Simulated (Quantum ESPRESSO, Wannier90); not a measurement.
# Wannier functions of PbS (R3m)

Structure: Materials Project mp-1057015, symmetrised, not relaxed again. Not found in the COD (Crystallography Open Database) copy used, which has the formula in other groups; not checked further. Level: LDA, no spin polarisation, no spin-orbit coupling; pw.x of Quantum ESPRESSO at 45 Ry with PseudoDojo potentials, 10×10×10 k-points, Wannier90. Density: 10×10×10 mesh, cold smearing 0.01 Ry. Spin-orbit coupling is left out although heavy elements are present.

```
begin unit_cell_cart
ang
    2.1126601171    1.2197448873    3.4519170000
   -2.1126601171    1.2197448873    3.4519170000
    0.0000000000   -2.4394897746    3.4519170000
end unit_cell_cart
mp_grid = 10 10 10
```

Neighbour vectors b of the finite-difference formula (Å⁻¹), by shell:

| shell | b_x | b_y | b_z |
|---|---|---|---|
| 1 | 0.00000 | 0.00000 | 0.18202 |
| 1 | 0.00000 | 0.00000 | -0.18202 |
| 2 | 0.00000 | -0.17171 | 0.06067 |
| 2 | -0.14870 | 0.08585 | 0.06067 |
| 2 | 0.14870 | 0.08585 | 0.06067 |
| 2 | 0.00000 | 0.17171 | -0.06067 |
| 2 | 0.14870 | -0.08585 | -0.06067 |
| 2 | -0.14870 | -0.08585 | -0.06067 |

Q: Find the weights w_b from the completeness condition Σ_b w_b b_α b_β = δ_αβ.

A: Shell 1: Σ b_x² = 0.000, Σ b_y² = 0.000, Σ b_z² = 0.066 Å⁻²
Shell 2: Σ b_x² = 0.088, Σ b_y² = 0.088, Σ b_z² = 0.022 Å⁻²
Each of the three diagonal sums, weighted, has to give 1 and the off-diagonal ones 0, which holds for w_1 = 11.3 Å², w_2 = 11.3 Å². Check on xx: 11.32×0.000 + 11.31×0.088 = 1.00.

On this mesh the 5 functions of bands 6-10 (valence bands; start: atomic waves Pb 6s, S 3p, S 3s, conv_tol = 1.0e-6) end with spreads 2.7336, 2.3830, 2.3544, 3.4207, 2.4069 Å², Ω_I = 11.7777 Å² and Ω_D = 0.0029 Å².

Ω_total is the sum of the spreads, 13.299 Å². Ω_OD = Ω_total − Ω_I − Ω_D = 1.518 Å². Only (Ω_D + Ω_OD)/Ω_total = 11.4 % depends on the gauge, and another start could lower the total by that share at most. The rms radius is √(Ω_total/5) = 1.63 Å.
